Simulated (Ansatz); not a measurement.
Consider the following.

Sn2Pt:
```
CELL_PARAMETERS angstrom
      0.00000     4.10053     4.10053
      4.10053     0.00000     4.10053
      4.10053     4.10053     0.00000
ATOMIC_POSITIONS crystal
  Sn 0.62500 0.62500 0.62500
  Sn 0.12500 0.62500 0.62500
  Sn 0.62500 0.12500 0.62500
  Sn 0.62500 0.62500 0.12500
  Pt 0.25000 0.25000 0.25000
  Pt 0.00000 0.00000 0.00000
```

This is the PBEsol-relaxed structure.

Task: All from DFT-PBEsol in the program Ansatz with PAW potentials, unless another level is named. Estimate the formation energy from the elements (no fitted shifts).

Result: 670 meV/atom.

Task: What about the density of states at the Fermi level?

Result: 0.41 states/eV per atom (mean over ±0.08 eV).

Space group Fd-3m (cubic Laves (MgCu2 type)). A made-up cell: these elements were put on the sites of a structure type; neither database checked (COD, Materials Project) lists it. COD files the formula under space group No. 225. Whether it is the stable phase at ambient conditions was not checked. The cell was relaxed with PBEsol under the symmetry of its start; whether a distortion lowers the energy is not shown. The run is not spin-polarised. The references are the lowest solids computed at this level, not always the standard phases. Spin–orbit coupling is left out wherever it is not named.

Potentials: the earlier of the program's two PAW sets. The files were generated under PBE; for other functionals the program regenerates the frozen cores, and for LDA and PBEsol the local potential too.
